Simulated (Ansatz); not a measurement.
MoW in space group Cmcm (No. 63; W on 4c, Mo on 4c), plane-wave PAW r²SCAN (Ansatz code), all energies at zero smearing, with the estimated change up to a 700 eV cutoff added, with one set of potentials and settings (totals compare only within such a set). Cell of 4 atoms (2 W, 2 Mo): -30727.958 eV.

```csv
element,reference phase,E (eV/atom)
W,"Im-3m, 1 atoms in the cell",-10397.2967
Mo,"Im-3m, 1 atoms in the cell",-4967.5975
```

Formation energy per atom, worked out: (-30727.958 − 2×(-10397.2967) − 2×(-4967.5975))/4 = 0.458 eV/atom (44 kJ per mol of atoms), at 0 K, without zero-point energy or fitted corrections.

The start of the workflow was typed in or built on a structure type; neither database checked (COD, Materials Project) lists it. Its standing as an ambient phase is unchecked. The r²SCAN relaxation kept the symmetry of its start; whether a distortion lowers the energy is not shown. The run is not spin-polarised. Its formation energy is positive at this level, so the cell may be metastable or incomplete. The references are the lowest solids computed at this level, not always the standard phases. Spin–orbit coupling is left out wherever it is not named.

Potentials: the later of the program's two PAW sets.
